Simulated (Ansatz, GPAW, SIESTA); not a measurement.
GeSb4Te7: 3 runs at one level of theory

```xyz
12
Lattice="4.2893 0.0000 0.0000 -2.1447 3.7146 0.0000 0.0000 0.0000 24.6378" Properties=species:S:1:pos:R:3 pbc="T T T"
Te    0.0000    0.0000    6.9238
Te    0.0000    0.0000    0.0000
Te    0.0000    2.4764   14.0092
Te    2.1447    1.2382   10.6286
Te    0.0000    0.0000   17.7140
Te    2.1447    1.2382    3.7023
Te    0.0000    2.4764   20.9355
Sb    2.1447    1.2382   16.0207
Sb    0.0000    2.4764    1.9982
Sb    0.0000    2.4764    8.6171
Sb    2.1447    1.2382   22.6396
Ge    0.0000    0.0000   12.3189
```

The cell is a database's computed one, not the measured one.

Alike in all runs: task single point; functional PBEsol; k mesh 7 × 7 × 2; occupations fermi-dirac, width 0.05 eV; no spin polarisation; no spin-orbit coupling. Pressure is positive in compression and, in plane waves, holds the error of the finite cutoff, which Ansatz's Pulay term estimates and takes out.

```
                                                                                      program and potentials  plane-wave cutoff (eV)                                                                                                                              notes  pressure (GPa)  largest force (eV/Å)
                                                                                          Ansatz, Ansatz PAW                     420  potentials made for PBE, which Ansatz adapts in part; 15.5 valence electrons an atom on average; Pulay term of +0.03 GPa included           -1.64                 0.067
SIESTA, files PseudoDojo sr-pbesol-0.4.1-standard, DZP (energy shift 0.003 Ry; two zetas on semicore shells)                       -                                                                            atomic basis; 15.5 valence electrons an atom on average           -0.53                 0.334
                                                           GPAW, PAW data sets generated for this functional                     600                                                                                          8.83 valence electrons an atom on average           -1.93                 0.067
```

Force on atom 9 (Sb), eV/Å:

```json
{"program and potentials": "Ansatz, Ansatz PAW", "x": "0.000", "y": "0.000", "z": "-0.067"}
{"program and potentials": "SIESTA, files PseudoDojo sr-pbesol-0.4.1-standard, DZP (energy shift 0.003 Ry; two zetas on semicore shells)", "x": "0.000", "y": "0.000", "z": "-0.334"}
{"program and potentials": "GPAW, PAW data sets generated for this functional", "x": "0.000", "y": "0.000", "z": "-0.067"}
```

The pressure spans -1.93 (GPAW, PAW data sets generated for this functional) to -0.53 GPa (SIESTA, files PseudoDojo sr-pbesol-0.4.1-standard, DZP (energy shift 0.003 Ry; two zetas on semicore shells)). Rows in atomic bases carry the error of their basis and grid, which can be large.

Differences between rows come from potentials, basis sets and numerical settings, since the functional is the same but for its coding. Runs on potential files found faulty are left out.
